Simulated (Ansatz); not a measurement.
Space group P6/mmm (No. 191). a = 5.334 Å, b = 5.334 Å, c = 7.057 Å, α = 90.00°, β = 90.00°, γ = 120.00°
| atom | site | symmetry | x | y | z |
| --- | --- | --- | --- | --- | --- |
| Ba | 1b | 6/mmm | 0.0000 | 0.0000 | 0.5000 |
| Sn | 4h | 3m. | 0.6667 | 0.3333 | 0.7895 |
| Sn | 1a | 6/mmm | 0.0000 | 0.0000 | 0.0000 |

Equation of state of this BaSn5 structure (not necessarily the ground state), with shape and atoms relaxed at each volume where symmetry leaves them free. It has no gap at any of these volumes. Computed with Ansatz, DFT PBEsol, scalar-relativistic, plane waves, PAW.

Settings: cutoff 420 eV, Γ-centred mesh 12×12×6 on the computed 6-atom cell, Gaussian smearing of 0.10 eV; no spin polarisation.

```csv
V (Å³/atom),E − E(largest V) (meV/atom),P (GPa)
27.245,3.07,2.94
28.114,-8.37,1.33
28.984,-11.88,0.00
29.853,-8.73,-1.13
30.723,0.00,-2.06
```

Task: Fit a third-order Birch–Murnaghan equation to E(V).

Result: V0 = 28.98 Å³/atom, B0 = 41 GPa, B0' = 4.9.

Spin-orbit coupling is left out, which matters for the bands of heavy elements.